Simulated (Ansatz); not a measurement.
MnSi in space group P2_13 (No. 198; Mn on 4a, Si on 4a) under volume change, DFT-PBEsol in the program Ansatz with PAW potentials, shape and atoms relaxed at each volume.

| V (Å³/atom) | E − E(relaxed) (meV/atom) | P (GPa) |
|---|---|---|
| 10.164 | 74.1 | 25.80 |
| 10.499 | 30.9 | 15.74 |
| 10.834 | 7.2 | 7.15 |
| 11.169 | 0.0 | 0.00 |
| 11.504 | 6.4 | -5.95 |
| 11.840 | 24.5 | -11.24 |
| 12.175 | 52.9 | -15.81 |

Q: What does a third-order Birch–Murnaghan fit give for V₀, B₀ and B′?

A: V₀ = 11.17 Å³/atom, B₀ = 221 GPa, B′ = 4.4.

The cell was relaxed with PBEsol under the symmetry of its start. Spin order of the final state: ferromagnetic, chosen from 5 collinear starts compared on coarse meshes (ties went to the first, and starts can fall back to one state), not a proven ground state. Textbook magnetic order: helical.

Potentials: the earlier of the program's two PAW sets. The files were generated under PBE; for other functionals the program regenerates the frozen cores, and for LDA and PBEsol the local potential too.
